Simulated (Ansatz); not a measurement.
KI (rock salt)

```
KI
1.0
    0.00000     3.50327     3.50327
    3.50327     0.00000     3.50327
    3.50327     3.50327     0.00000
I K
1 1
Direct
  0.00000   0.00000   0.00000
  0.50000   0.50000   0.50000
```

The slice is a {110} plane (indices of the conventional cell) through the point (0.000, 0.000, 0.000) (fractional), spanned by u = [100] and v = [1 -1 -1] in vectors of this cell: u (4.95 Å) and v (7.01 Å, at 90° to u). It covers one period; positions are fractions (u, v).

Method: PBEsol (plane waves to 420 eV, PAW, scalar-relativistic; Ansatz, a first-principles code). k mesh 8×8×8. These are valence fields of a PAW run, semicore shells included where kept as valence: close to a nucleus they are smooth pseudo fields. KI was relaxed with its symmetry unable to fall. Spin-orbit coupling is left out, though I is heavy.

Q: What is the valence density on the shortest I–K line in this plane (3.50 Å), at its minimum between the atoms?

A: 0.07 e/Å³.

Q: What is the ELF at the density minimum of the shortest I–K line in this plane (3.50 Å)?

A: 0.1.

Q: The ELF has a maximum in the middle third of the I–K line. Where, and how high?

A: 0.76, 1.3 Å from I.

Q: Predict the map of the electron localisation function (ELF) on the slice.

A: 
```
v \ u  0.00  0.12  0.24  0.35  0.47  0.59  0.71  0.82  0.94
-----  ----  ----  ----  ----  ----  ----  ----  ----  ----
0.88   0.64  0.69  0.77  0.43  0.02  0.11  0.67  0.76  0.65
0.75   0.25  0.24  0.15  0.03  0.01  0.01  0.07  0.21  0.25
0.62   0.82  0.66  0.06  0.01  0.02  0.01  0.01  0.33  0.80
0.50      x  0.87  0.45  0.01  0.02  0.02  0.04  0.83     x
0.38   0.82  0.66  0.06  0.01  0.02  0.01  0.01  0.33  0.79
0.25   0.25  0.24  0.15  0.03  0.01  0.01  0.07  0.21  0.25
0.12   0.64  0.69  0.77  0.43  0.02  0.11  0.67  0.76  0.65
0.00      x  0.43  0.74  0.61  0.03  0.21  0.77  0.63     x
```

Values: electron localisation function (ELF). Points within 0.5 Å of a nucleus are blanked (x), as the pseudised field means little there.
